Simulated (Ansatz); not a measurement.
## SnC₂S₂N₂, one structure, two calculations

Cell: a COD entry, its atoms then relaxed with PBE in this cell.

Space group P-1 (No. 2); a = 4.8792, b = 5.6694, c = 10.1845 Å, α = 100.37°, β = 97.32°, γ = 93.22°.

| site | Wyckoff | site symmetry | x | y | z |
| --- | --- | --- | --- | --- | --- |
| Sn | 2i | 1 | 0.6773 | 0.1912 | 0.2430 |
| C3 | 2i | 1 | 0.3103 | 0.6018 | 0.1253 |
| C5 | 2i | 1 | 0.2990 | 0.2495 | 0.5025 |
| S7 | 2i | 1 | 0.2357 | 0.8642 | 0.0934 |
| S9 | 2i | 1 | 0.1240 | 0.2809 | 0.6291 |
| N11 | 2i | 1 | 0.3540 | 0.4088 | 0.1475 |
| N13 | 2i | 1 | 0.4176 | 0.2233 | 0.4075 |

One atom of each set is listed.

First run. Computed with Ansatz: DFT, PBE, plane waves and PAW, scalar-relativistic, 420 eV cutoff, Γ-centred 6×5×3 k-points, Fermi–Dirac smearing 0.02 eV.

```tsv
site	V_zz (10²¹ V/m²)	η
Sn	-13.59	0.16
C3	-2.96	0.08
C5	-2.89	0.01
S7	19.63	0.38
S9	19.39	0.28
N11	-2.82	0.48
N13	-1.35	0.36
```

Second run. The same atoms and settings, except that the functional is r2SCAN and the cutoff is 500 eV.

Question: Given the first result, estimate the second.

Answer: 

```
site    V_zz     η  change of V_zz
  Sn  -14.66  0.13           -1.07
  C3   -3.34  0.07           -0.38
  C5   -3.27  0.01           -0.38
  S7    20.0  0.37           +0.42
  S9   19.83  0.25           +0.44
 N11   -2.82  0.46            0.00
 N13   -1.35  0.33            0.00
```

The largest change of V_zz is on Sn, from -13.59 to -14.66. In per cent, |V_zz| changes by +8 on Sn, +13 on C, +2 on S, 0 on N (all sites that start above 0.5). Isomer shifts (Sn against SnO₂, from the density at the nucleus and a line fitted to measured compounds for each functional; the lines scatter by about 0.1 mm/s, so smaller changes between functionals mean little): Sn 3.62 → 3.62 mm/s.

Without spin–orbit coupling (the program notes it for Sn) the gradients are little affected as a rule: paired runs on crystals with a gap mostly move them by under 2 % at such atoms.
For the second run: The largest force is 0.7 eV/Å, so the atoms aren't at the calculated equilibrium and relaxing them would move these values. With these PAW files V_zz is typically within 2 to 3 % of all-electron values, but misses above 10 % occur on Sn.
